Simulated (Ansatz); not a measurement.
**In₂Se₃, first-principles data**

In$_{2}$Se$_{3}$:
```cif
data_In2Se3
_chemical_formula_sum 'In2 Se3'
_space_group_name_H-M_alt 'P 1'
_space_group_IT_number 1
_cell_length_a 3.91239
_cell_length_b 3.91239
_cell_length_c 9.79805
_cell_angle_alpha 90.000
_cell_angle_beta 90.000
_cell_angle_gamma 120.000
loop_
_space_group_symop_operation_xyz
  'x, y, z'
loop_
_atom_site_label
_atom_site_type_symbol
_atom_site_fract_x
_atom_site_fract_y
_atom_site_fract_z
_atom_site_occupancy
In1 In 0.00000 0.00000 0.42651 1
In2 In 0.00000 0.00000 0.82511 1
Se1 Se 0.66667 0.33333 0.61593 1
Se2 Se 0.33333 0.66667 0.28674 1
Se3 Se 0.66667 0.33333 0.97071 1
```

Space group P3m1 (No. 156); conventional cell a = b = 3.912 Å, c = 9.798 Å, α = β = 90.00°, γ = 120.00°.

Method: the program Ansatz at the r²SCAN+D4 level (PAW). The cell and atoms are relaxed at this level. Other levels are named where they apply.

### Cell and energy

```json
{
  "volume_per_atom": "25.98 Å³",
  "density": "5.96 g/cm³",
  "Formation energy from the elements (no fitted shifts)": "-0.54 eV/atom"
}
```

### Electronic structure

```json
{
 "band_gap": "0.52 eV (indirect)",
 "valence_band_maximum": "on the K–Γ line, 61 % of the way from K",
 "conduction_band_minimum": "at H (2 equivalent valleys)",
 "smallest_direct_gap_on_the_standard_path": "0.58 eV",
 "electron_effective_mass": "0.41 mₑ (isotropic)",
 "Electron effective mass with spin–orbit coupling": "0.42, 0.47, 0.47 mₑ (principal values)",
 "hole_effective_mass": "0.26, 1.9, 2.3 mₑ (principal values)",
 "Hole effective mass with spin–orbit coupling": "0.41, 0.41, 2.7 mₑ (principal values)",
 "HSE06 gap on the r²SCAN+D4 cell": "0.87 eV",
 "Gap with spin–orbit coupling": "0.48 eV"
}
```

### Mechanics

```json
{
  "Bulk modulus (Birch–Murnaghan fit)": "253 kbar",
  "Pressure derivative B′": "13.6"
}
```

### Charges

```json
{
  "bader_charges": "In +1.17 to +1.21, Se -0.96 to -0.70 e"
}
```

The start of the workflow was typed in or built on a structure type; neither database checked (COD, Materials Project) lists it. COD files the formula under space group No. 160, 166, 169, 170. Its standing as an ambient phase is unchecked. The r²SCAN+D4 relaxation kept the symmetry of its start; its stability against distortions is not shown here. The references are the lowest solids computed at this level, not always the standard phases. Scalar-relativistic: spin–orbit coupling is off unless named, which matters more the heavier the elements.

Potentials: the earlier of the program's two PAW sets.
